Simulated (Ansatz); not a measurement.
Sr2H3NO6:
```yaml
crystal:
  lattice:
    - [6.44680, 0.00000, 0.00000]
    - [-3.22340, 5.58309, 0.00000]
    - [0.00000, 0.00000, 3.46844]
  atoms:
    - { symbol: Sr, position: [0.66667, 0.33333, 0.50000] }
    - { symbol: Sr, position: [0.33333, 0.66667, 0.50000] }
    - { symbol: H, position: [0.69821, 0.69821, 0.00000] }
    - { symbol: H, position: [0.00000, 0.30179, 0.00000] }
    - { symbol: H, position: [0.30179, 0.00000, 0.00000] }
    - { symbol: N, position: [0.00000, 0.00000, 0.50000] }
    - { symbol: O, position: [0.19328, 0.19328, 0.50000] }
    - { symbol: O, position: [0.00000, 0.80672, 0.50000] }
    - { symbol: O, position: [0.80672, 0.00000, 0.50000] }
    - { symbol: O, position: [0.54679, 0.54679, 0.00000] }
    - { symbol: O, position: [0.00000, 0.45321, 0.00000] }
    - { symbol: O, position: [0.45321, 0.00000, 0.00000] }
```

Relaxed with LDA.

### Question
Give the optical modes at the zone centre with their infrared activity from DFPT, the program Ansatz at the LDA level (PAW).

### Answer
Transverse frequencies, without the LO–TO term; a row sums one degenerate level.

| ω (cm⁻¹) | degeneracy | IR ((D/Å)²/amu) | activity | symmetry |
|---|---|---|---|---|
| 61i | 2 | 0.00 | IR-inactive | E'' |
| 112 | 1 | 2.87 | IR | A2'' |
| 118 | 1 | 0.00 | IR-inactive | A1'' |
| 125 | 2 | 4.41 | IR | E' |
| 173 | 2 | 0.75 | IR | E' |
| 187 | 1 | 0.00 | IR-inactive | A2' |
| 236 | 1 | 0.00 | IR-inactive | A1' |
| 257 | 2 | 0.00 | IR-inactive | E'' |
| 269 | 1 | 10.29 | IR | A2'' |
| 274 | 2 | 15.61 | IR | E' |
| 295 | 2 | 1.47 | IR | E' |
| 351 | 1 | 0.00 | IR-inactive | A2' |
| 521 | 1 | 17.09 | IR | A2'' |
| 523 | 1 | 0.00 | IR-inactive | A2' |
| 540 | 2 | 0.00 | IR-inactive | E'' |
| 582 | 2 | 3.76 | IR | E' |
| 736 | 2 | 0.11 | IR | E' |
| 809 | 1 | 0.01 | IR-inactive | A2'' |
| 1097 | 1 | 0.00 | IR-inactive | A1' |
| 1420 | 2 | 50.01 | IR | E' |
| 3663 | 2 | 4.40 | IR | E' |
| 3669 | 1 | 0.00 | IR-inactive | A1' |

### Question
How high does the top mode go among those that the LO–TO term moves?

### Answer
3665 cm⁻¹ for q along x, 3665 cm⁻¹ for q along y, 639 cm⁻¹ for q along z.

Space group P-62m. The first step of the workflow began from a Materials Project structure, measured or hypothetical; the Crystallography Open Database files this formula in space group No. 189, but the cells were not matched. Its standing as an ambient phase is unchecked. The cell was relaxed with LDA under the symmetry of its start. At this level the phase is dynamically unstable (imaginary phonons).

Potentials: the later of the program's two PAW sets.
